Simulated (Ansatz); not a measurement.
Relaxed TiAl$_{3}$ (D022 type, space group I4/mmm):

```xyz
4
Lattice="-1.9229 1.9229 4.3100 1.9229 -1.9229 4.3100 1.9229 1.9229 -4.3100" Properties=species:S:1:pos:R:3 pbc="T T T"
Al     0.0000     0.0000     4.3100
Al     0.0000     1.9229     2.1550
Al     1.9229     0.0000     2.1550
Ti     0.0000     0.0000     0.0000
```

Level of theory: PBE (plane waves to 420 eV, PAW, scalar-relativistic; Ansatz, a first-principles code). k mesh 14×14×14 (Γ-centred), Fermi-Dirac smearing 0.05 eV. With partly filled bands, energies and forces of such displacements shift with the k mesh and the smearing. TiAl3 is run without spin polarisation. TiAl3 was relaxed with its symmetry unable to fall.

One atom of the cell was then moved (with its periodic images), all else fixed, and the forces (eV/Å) came out as:

| atom | Fx | Fy | Fz |
|---|---|---|---|
| Al1 | 0.049 | 0.079 | 0.131 |
| Al2 | -0.433 | -0.431 | -0.386 |
| Al3 | 0.257 | 0.255 | 0.013 |
| Ti4 | 0.127 | 0.097 | 0.242 |

Which atom was moved, and by which vector (Å)?

Al2, by (0.06, 0.06, 0.06), 0.11 Å in all.

(A displaced cell: forces are minus the slopes of the energy, force constants its curvatures, and phonons follow from these.)
